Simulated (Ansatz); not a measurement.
**SrIn8Ag4: reading a single point**

```
Sr Ag In
1.0
     0.00000    0.00000    5.71631
     4.86884   -4.86884    2.85816
     4.86884    4.86884   -2.85816
Sr Ag In
1 4 8
Cartesian
  0.0000 0.0000 0.0000
  2.4344 2.4344 1.4291
  2.4344 -2.4344 4.2872
  2.4344 2.4344 -1.4291
  2.4344 -2.4344 1.4291
  3.3806 0.0000 0.0000
  4.8688 -1.4882 2.8582
  6.3570 0.0000 0.0000
  4.8688 1.4882 2.8582
  7.6736 0.0000 2.8582
  4.8688 2.8047 0.0000
  2.0641 0.0000 2.8582
  4.8688 -2.8047 5.7163
```

Level: r2SCAN, no spin polarisation; 500 eV; 5×5×5 Γ-centred mesh; methfessel-paxton occupations (width 0.1089 eV); Ansatz 0.2.0, fixed geometry.

Q: Describe some of the short contacts.

A: Ag–In at 2.85 Å: least valence density 0.25 e/Å³ and ELF 0.24 there. Ag–Ag at 2.86 Å: least valence density 0.23 e/Å³ and ELF 0.17 there. In–In at 2.92 Å: least valence density 0.24 e/Å³ and ELF 0.36 there. These are pseudo-fields; inside the PAW spheres they differ from the all-electron ones.

Q: Which atom feels the largest force, and which way?

A: The largest is on In10 (and as large on other atoms): 0.22 eV/Å, components (-0.22, 0.00, 0.00). It makes 83° with the line to a nearest neighbour, Ag2 at 2.85 Å.

Q: How is the charge shared?

A: Bader charges in e: Sr +1.29, In +0.04, Ag -0.39. In the mean Sr gives up most and Ag takes most.

Q: Is the cell too large or too small?

A: The pressure is 7.6 GPa (compression positive), so with the atoms held at these fractions the cell would first expand.

Q: Is it stable against the elements?

A: -0.13 eV an atom against the elements' usual phases (free molecules for gases, crystals otherwise, with no correction for O₂ or N₂), so it is bound against them; other compounds may still compete. Relaxing would lower it.

Q: What happens at the Fermi level?

A: It is a metal, with about 3.3 states/eV a cell as the mean within 0.25 eV of the Fermi level, mostly In p (57 %) and In s (24 %).

Origin: a known structure type with other elements, at an estimated volume, so it need not be a known compound.
